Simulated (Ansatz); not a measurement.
A relaxation computed with Ansatz, from input to last step.

```yaml
crystal:
  lattice:
    - [2.8817467118, 1.6637772398, 10.6045897257]
    - [-2.8817467118, 1.6637772398, 10.6045897257]
    - [0.0, -3.3275544796, 10.6045897257]
  atoms:
    - { symbol: Zr, position: [0.6209355927, 0.9647826045, 0.2906099805] }
    - { symbol: Zr, position: [0.1236251645, 0.4707782786, 0.7818885494] }
    - { symbol: Zr, position: [0.9647826045, 0.2906099805, 0.6209355927] }
    - { symbol: Zr, position: [0.4707782786, 0.7818885494, 0.1236251645] }
    - { symbol: Zr, position: [0.2906099805, 0.6209355927, 0.9647826045] }
    - { symbol: Zr, position: [0.7818885494, 0.1236251645, 0.4707782786] }
    - { symbol: Zr, position: [0.0352173955, 0.7093900195, 0.3790644073] }
    - { symbol: Zr, position: [0.5292217214, 0.2181114506, 0.8763748355] }
    - { symbol: Zr, position: [0.3790644073, 0.0352173955, 0.7093900195] }
    - { symbol: Zr, position: [0.8763748355, 0.5292217214, 0.2181114506] }
    - { symbol: Zr, position: [0.7093900195, 0.3790644073, 0.0352173955] }
    - { symbol: Zr, position: [0.2181114506, 0.8763748355, 0.5292217214] }
    - { symbol: O, position: [0.5, 0.5, 0.5] }
    - { symbol: O, position: [0.2498091115, 0.2498091115, 0.2498091115] }
    - { symbol: O, position: [0.7501908885, 0.7501908885, 0.7501908885] }
basis:
  ecutwfc: 420
kpoints:
  mp_grid: { grid: [6, 6, 6] }
hamiltonian:
  xc: pbesol
scf:
  occupations: { method: gaussian, width: 0.1 }
output:
  forces: true
  stress: true
  eigenvalues: true
relax:
  adjacent_minimum: "off"
  f_tol: 0.01
  max_steps: 30
  cell: { stress_tol: 0.1, fix: [volume] }
```

```bash
ansatz run input.yaml --threads 4 --pin off --max-ram 10240MiB --backend cpu --events-out ev --progress --plain --runs-dir out
```

Computed with DFT PBEsol, scalar-relativistic, plane waves, PAW in Ansatz 0.2.0.

The volume is held at 1.1 times that of the relaxed cell.

Of 6 frames 5 are shown, positions in Å and forces in eV/Å; the SCF threshold varies from step to step. Steps run on the plane waves of an earlier cell, with a Pulay correction in the pressure. The basis is chosen afresh for the last frame, the zero of the energies, and at times for earlier ones too; energy and pressure can step there, also at an unchanged geometry. Where two frames share a geometry here, they differ by under 2 meV/atom and 0.3 GPa. The mark taken_back stands on steps that the optimiser undid.

```xyz
15
Lattice="2.8817 1.6638 10.6046 -2.8817 1.6638 10.6046 0.0000 -3.3276 10.6046" Properties=species:S:1:pos:R:3:forces:R:3 pbc="T T T" step=1 free_energy_over_end_meV_per_atom=0.62 pressure_GPa=-10.62
Zr   -0.9909    1.6713   19.8977   -0.1212    0.0019   -0.0401
Zr   -1.0004   -1.6128   14.5950   -0.0634    0.1053    0.0227
Zr    1.9428    0.0225   19.8977    0.0623    0.1040   -0.0401
Zr   -0.8965    1.6728   14.5950    0.1230    0.0023    0.0227
Zr   -0.9519   -1.6938   19.8977    0.0589   -0.1060   -0.0401
Zr    1.8969   -0.0600   14.5950   -0.0595   -0.1076    0.0227
Zr   -1.9428   -0.0225   11.9161   -0.0623   -0.1040    0.0401
Zr    0.8965   -1.6728   17.2188   -0.1230   -0.0023   -0.0227
Zr    0.9909   -1.6713   11.9161    0.1212   -0.0019    0.0401
Zr    1.0004    1.6128   17.2188    0.0634   -0.1053   -0.0227
Zr    0.9519    1.6938   11.9161   -0.0589    0.1060    0.0401
Zr   -1.8969    0.0600   17.2188    0.0595    0.1076   -0.0227
O     0.0000    0.0000   15.9069    0.0000    0.0000    0.0000
O     0.0000    0.0000    7.9474    0.0000    0.0000   -0.0159
O     0.0000    0.0000   23.8664    0.0000    0.0000    0.0159
15
Lattice="2.8881 1.6674 10.5580 -2.8881 1.6674 10.5580 0.0000 -3.3349 10.5580" Properties=species:S:1:pos:R:3:forces:R:3 pbc="T T T" step=2 free_energy_over_end_meV_per_atom=6.02 pressure_GPa=-9.57 taken_back
Zr   -1.0415    1.6822   19.8273    0.4776    0.0256   -0.1357
Zr   -1.0291   -1.5843   14.5475    0.1668   -0.1773   -0.0993
Zr    1.9776    0.0609   19.8273   -0.2166   -0.4264   -0.1357
Zr   -0.8575    1.6834   14.5475   -0.2369   -0.0558   -0.0993
Zr   -0.9361   -1.7431   19.8273   -0.2610    0.4008   -0.1357
Zr    1.8866   -0.0991   14.5475    0.0701    0.2331   -0.0993
Zr   -1.9776   -0.0609   11.8468    0.2166    0.4264    0.1357
Zr    0.8575   -1.6834   17.1266    0.2369    0.0558    0.0993
Zr    1.0415   -1.6822   11.8468   -0.4776   -0.0256    0.1357
Zr    1.0291    1.5843   17.1266   -0.1668    0.1773    0.0993
Zr    0.9361    1.7431   11.8468    0.2610   -0.4008    0.1357
Zr   -1.8866    0.0991   17.1266   -0.0701   -0.2331    0.0993
O     0.0000    0.0000   15.8370    0.0000    0.0000    0.0000
O     0.0000    0.0000    7.9002    0.0000    0.0000    0.0001
O     0.0000    0.0000   23.7739    0.0000    0.0000   -0.0001
15
Lattice="2.8813 1.6635 10.6081 -2.8813 1.6635 10.6081 0.0000 -3.3270 10.6081" Properties=species:S:1:pos:R:3:forces:R:3 pbc="T T T" step=3 free_energy_over_end_meV_per_atom=0.04 pressure_GPa=-10.34
Zr   -1.0010    1.6737   19.8973    0.0120   -0.0033    0.0114
Zr   -1.0075   -1.6028   14.6073    0.0009    0.0115   -0.0205
Zr    1.9499    0.0300   19.8973   -0.0088   -0.0087    0.0114
Zr   -0.8843    1.6739   14.6073    0.0095   -0.0065   -0.0205
Zr   -0.9490   -1.7037   19.8973   -0.0032    0.0120    0.0114
Zr    1.8918   -0.0711   14.6073   -0.0104   -0.0050   -0.0205
Zr   -1.9499   -0.0300   11.9271    0.0088    0.0087   -0.0114
Zr    0.8843   -1.6739   17.2171   -0.0095    0.0065    0.0205
Zr    1.0010   -1.6737   11.9271   -0.0120    0.0033   -0.0114
Zr    1.0075    1.6028   17.2171   -0.0009   -0.0115    0.0205
Zr    0.9490    1.7037   11.9271    0.0032   -0.0120   -0.0114
Zr   -1.8918    0.0711   17.2171    0.0104    0.0050    0.0205
O     0.0000    0.0000   15.9122    0.0000    0.0000    0.0000
O     0.0000    0.0000    7.9401    0.0000    0.0000    0.0069
O     0.0000    0.0000   23.8844    0.0000    0.0000   -0.0069
15
Lattice="2.8840 1.6651 10.5880 -2.8840 1.6651 10.5880 0.0000 -3.3302 10.5880" Properties=species:S:1:pos:R:3:forces:R:3 pbc="T T T" step=4 free_energy_over_end_meV_per_atom=0.05 pressure_GPa=-10.34 taken_back
Zr   -1.0006    1.6755   19.8650   -0.0047   -0.0030   -0.0195
Zr   -1.0096   -1.5998   14.5740    0.0061   -0.0248    0.0131
Zr    1.9513    0.0288   19.8650   -0.0003    0.0055   -0.0195
Zr   -0.8807    1.6743   14.5740   -0.0245    0.0072    0.0131
Zr   -0.9507   -1.7043   19.8650    0.0049   -0.0025   -0.0195
Zr    1.8903   -0.0745   14.5740    0.0185    0.0177    0.0131
Zr   -1.9513   -0.0288   11.8992    0.0003   -0.0055    0.0195
Zr    0.8807   -1.6743   17.1902    0.0245   -0.0072   -0.0131
Zr    1.0006   -1.6755   11.8992    0.0047    0.0030    0.0195
Zr    1.0096    1.5998   17.1902   -0.0061    0.0248   -0.0131
Zr    0.9507    1.7043   11.8992   -0.0049    0.0025    0.0195
Zr   -1.8903    0.0745   17.1902   -0.0185   -0.0177   -0.0131
O     0.0000    0.0000   15.8821    0.0000    0.0000    0.0000
O     0.0000    0.0000    7.9327    0.0000    0.0000   -0.0123
O     0.0000    0.0000   23.8314    0.0000    0.0000    0.0123
15
Lattice="2.8827 1.6643 10.5979 -2.8827 1.6643 10.5979 0.0000 -3.3286 10.5979" Properties=species:S:1:pos:R:3:forces:R:3 pbc="T T T" step=6 free_energy_over_end_meV_per_atom=0.00 pressure_GPa=-10.36
Zr   -1.0005    1.6741   19.8801    0.0008   -0.0002    0.0004
Zr   -1.0080   -1.6021   14.5903    0.0001    0.0007   -0.0016
Zr    1.9501    0.0294   19.8801   -0.0006   -0.0006    0.0004
Zr   -0.8835    1.6741   14.5903    0.0006   -0.0004   -0.0016
Zr   -0.9496   -1.7035   19.8801   -0.0003    0.0008    0.0004
Zr    1.8915   -0.0719   14.5903   -0.0006   -0.0003   -0.0016
Zr   -1.9501   -0.0294   11.9136    0.0006    0.0006   -0.0004
Zr    0.8835   -1.6741   17.2034   -0.0006    0.0004    0.0016
Zr    1.0005   -1.6741   11.9136   -0.0008    0.0002   -0.0004
Zr    1.0080    1.6021   17.2034   -0.0001   -0.0007    0.0016
Zr    0.9496    1.7035   11.9136    0.0003   -0.0008   -0.0004
Zr   -1.8915    0.0719   17.2034    0.0006    0.0003    0.0016
O     0.0000    0.0000   15.8968    0.0000    0.0000    0.0000
O     0.0000    0.0000    7.9357    0.0000    0.0000   -0.0007
O     0.0000    0.0000   23.8580    0.0000    0.0000    0.0007
```

It took 53 s on 4 threads of Intel(R) Xeon(R) 6975P-C (Granite Rapids), on a shared host, peak memory 1.6 GiB.